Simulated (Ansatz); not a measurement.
SiGeC2:
```
SiGeC2
1.0
    3.15594     0.00000     0.00000
    0.00000     3.15594     0.00000
    0.00000     0.00000     4.45631
Ge Si C
1 1 2
Direct
  0.50000   0.50000   0.50000
  0.00000   0.00000   0.00000
  0.50000   0.00000   0.76373
  0.00000   0.50000   0.23627
```

x, y and z are the axes in which the lattice vectors are written.

**Question.** Give the proper piezoelectric stress tensor with relaxed ions from plane-wave PAW r²SCAN (Ansatz code).

**Answer.** In C/m², rows x, y, z, Voigt columns; mesh uncertainty up to 0.01.
```
 0.00   0.00   0.00   0.00   0.09   0.00
 0.00   0.00   0.00  -0.09   0.00   0.00
 0.08  -0.08   0.00   0.00   0.00   0.00
```

The elastic tensor of the same run (GPa):

```
 484  20.9   125   0.0   0.0   0.0
20.9   484   125   0.0   0.0   0.0
 125   125   372   0.0   0.0   0.0
 0.0   0.0   0.0   227   0.0   0.0
 0.0   0.0   0.0   0.0   227   0.0
 0.0   0.0   0.0   0.0   0.0   128
```

**Question.** Convert to strain constants d = e·S.

**Answer.** In pC/N:
```
 0.0   0.0   0.0   0.0   0.4   0.0
 0.0   0.0   0.0  -0.4   0.0   0.0
 0.2  -0.2   0.0   0.0   0.0   0.0
```

Space group P-4m2. The start of the workflow was typed in or built on a structure type; neither database checked (COD, Materials Project) lists it. Its standing as an ambient phase is unchecked. Symmetry was held in the r²SCAN relaxation; whether a distortion lowers the energy is not shown. Signs of piezoelectric constants follow the polarity of the cell as given.

Potentials: the later of the program's two PAW sets.
